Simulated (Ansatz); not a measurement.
SiNi: constraining the magnetisation

System: SiNi, an experimental structure (space group Pnma); the cell holds 8 atoms. Source: COD entry 1532040, which need not be the ambient phase.

```yaml
crystal:
  lattice:
    - [5.17520, 0.00000, 0.00000]
    - [0.00000, 3.33210, 0.00000]
    - [0.00000, 0.00000, 5.60940]
  atoms:
    - { symbol: Ni, position: [0.00785, 0.25000, 0.18731] }
    - { symbol: Ni, position: [0.49215, 0.75000, 0.68731] }
    - { symbol: Ni, position: [0.50785, 0.25000, 0.31269] }
    - { symbol: Ni, position: [0.99215, 0.75000, 0.81269] }
    - { symbol: Si, position: [0.32152, 0.75000, 0.08166] }
    - { symbol: Si, position: [0.17848, 0.25000, 0.58166] }
    - { symbol: Si, position: [0.82152, 0.75000, 0.41834] }
    - { symbol: Si, position: [0.67848, 0.25000, 0.91834] }
```

Site labels below count the atoms in this order, from 1.

Method: DFT, PBE, PAW, plane waves, scalar-relativistic (Ansatz).

```yaml
plane_wave_cutoff: 420 eV
k_point_mesh: 5×7×4 (Γ-centred)
occupations: Gaussian smearing, 0.1 eV
```

Moments by site are taken inside atomic spheres; the rest lies between them.

For a metal this mesh leaves errors of several meV/atom.

Each run fixes N↑ − N↓ and starts with that moment spread in parallel over the Ni atoms; no search for lower states follows. F is the free energy per cell, and F(lowest) that of the lowest run, the runs with a free moment included. A row is the solution that its start led to, not a proven minimum at that M. The run at M = 0 starts without moments and gives the spin-unpolarised solution; a state with cancelling moments wasn't tried, and may lie lower.

The run at M = 6.00 μB took 14 s on 2 threads of Arm Neoverse V1 (shared host), peak memory 0.55 GiB.

| fixed M (μB/cell) | F − F(lowest) (meV/cell) | moments of Ni1 Ni2 Ni3 Ni4 Si5 Si6 Si7 Si8 (μB) |
| --- | --- | --- |
| 0.00 | 0 | 0.00 0.00 0.00 0.00 0.00 0.00 0.00 0.00 |
| 2.00 | ? | ? |
| 4.00 | 2585 | 0.62 0.62 0.62 0.62 0.15 0.15 0.15 0.15 |
| 6.00 | ? | ? |
| 8.00 | 8873 | 1.16 1.16 1.16 1.16 0.33 0.33 0.33 0.33 |
| 10.00 | 13293 | 1.40 1.40 1.40 1.40 0.42 0.42 0.42 0.42 |

Task: Fill in the row for M = 2.00 μB.

Result: 719 meV; moments Ni1 0.34, Ni2 0.34, Ni3 0.34, Ni4 0.34, Si5 0.07, Si6 0.07, Si7 0.07, Si8 0.07 μB.

Task: Fill in the row for M = 6.00 μB.

Result: 5321 meV; moments Ni1 0.90, Ni2 0.90, Ni3 0.90, Ni4 0.90, Si5 0.24, Si6 0.24, Si7 0.24, Si8 0.24 μB.

With the constraint released: “parallel moments, free total moment [Ni1 2.00, Ni2 2.00, Ni3 2.00, Ni4 2.00 μB]” ends at 0.00 μB, 0 meV; “parallel moments scaled by 0.1, free total moment [Ni1 0.20, Ni2 0.20, Ni3 0.20, Ni4 0.20 μB]” ends at 0.00 μB, 0 meV.
